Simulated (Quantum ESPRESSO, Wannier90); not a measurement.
# Cu (fcc (Cu type)), plane waves to Wannier functions

Structure: Materials Project mp-30, symmetrised, not relaxed again. This is the element's usual structure. Method: LDA plane waves in Quantum ESPRESSO 7.5 (PseudoDojo norm-conserving files, 74 Ry, no spin polarisation, no spin-orbit coupling), Bloch states on a 12×12×12 mesh through Γ, Wannier90 4.0.1. Density: 20×20×20 mesh, cold smearing 0.01 Ry.

Input w.win:

```
num_bands = 17
num_wann = 9
exclude_bands = 1-4
num_iter = 0
conv_tol = 1.0e-6
conv_window = 4
dis_num_iter = 1000
dis_conv_tol = 1.0e-6
dis_froz_max = 19.13
write_hr = true
write_u_matrices = true
begin projections
Cu: s;p;d
end projections
begin unit_cell_cart
ang
    0.0000000000    1.7887150000    1.7887150000
    1.7887150000    0.0000000000    1.7887150000
    1.7887150000    1.7887150000    0.0000000000
end unit_cell_cart
begin atoms_frac
Cu   0.0000000000  0.0000000000  0.0000000000
end atoms_frac
mp_grid = 12 12 12
begin kpoints
0.0000000000 0.0000000000 0.0000000000
0.0000000000 0.0000000000 0.0833333333
0.0000000000 0.0000000000 0.1666666667
... (1725 more lines: the 12x12x12 mesh through Gamma)
end kpoints
```

On the energy scale of pw.x, whose zero is arbitrary, the Fermi level lies at 17.63 eV. Lines of w_hr.dat (R1 R2 R3 m n Re Im, eV) for R = 0 and one of the shortest lattice vectors, rounded to 0.01 eV, lines under 0.02 eV left out; orbitals in order: Cu1 s, Cu1 pz, Cu1 px, Cu1 py, Cu1 dz2, Cu1 dxz, Cu1 dyz, Cu1 dx2-y2, Cu1 dxy.

```
    0    0    0    1    1    23.93     0.00
    0    0    0    2    2    31.40     0.00
    0    0    0    3    3    31.39     0.00
    0    0    0    4    4    31.40     0.00
    0    0    0    5    5    14.82     0.00
    0    0    0    6    6    14.73     0.00
    0    0    0    7    7    14.73     0.00
    0    0    0    8    8    14.82     0.00
    0    0    0    9    9    14.73     0.00
   -1    0    0    1    1    -0.90     0.00
   -1    0    0    2    1     1.54     0.00
   -1    0    0    4    1     1.55     0.00
   -1    0    0    5    1    -0.05     0.00
   -1    0    0    7    1    -0.27     0.00
   -1    0    0    8    1     0.09     0.00
   -1    0    0    1    2    -1.54     0.00
   -1    0    0    2    2     1.53     0.00
   -1    0    0    4    2     2.27     0.00
   -1    0    0    5    2     0.15     0.00
   -1    0    0    7    2    -0.13     0.00
   -1    0    0    8    2     0.13     0.00
   -1    0    0    3    3    -0.13     0.00
   -1    0    0    6    3     0.27     0.00
   -1    0    0    9    3     0.27     0.00
   -1    0    0    1    4    -1.55     0.00
   -1    0    0    2    4     2.27    -0.01
   -1    0    0    4    4     1.54     0.00
   -1    0    0    5    4    -0.19     0.00
   -1    0    0    7    4    -0.13     0.00
   -1    0    0    8    4    -0.06     0.00
   -1    0    0    1    5    -0.05     0.00
   -1    0    0    2    5    -0.15     0.00
   -1    0    0    4    5     0.19     0.00
   -1    0    0    5    5     0.19     0.00
   -1    0    0    7    5    -0.06     0.00
   -1    0    0    8    5     0.19     0.00
   -1    0    0    3    6    -0.27     0.00
   -1    0    0    6    6     0.11     0.00
   -1    0    0    9    6     0.20     0.00
   -1    0    0    1    7    -0.27     0.00
   -1    0    0    2    7     0.13     0.00
   -1    0    0    4    7     0.13     0.00
   -1    0    0    5    7    -0.06     0.00
   -1    0    0    7    7    -0.30     0.00
   -1    0    0    8    7     0.11     0.00
   -1    0    0    1    8     0.09     0.00
   -1    0    0    2    8    -0.13     0.00
   -1    0    0    4    8     0.06     0.00
   -1    0    0    5    8     0.19     0.00
   -1    0    0    7    8     0.11     0.00
   -1    0    0    8    8    -0.04     0.00
   -1    0    0    3    9    -0.27     0.00
   -1    0    0    6    9     0.20     0.00
   -1    0    0    9    9     0.11     0.00
```
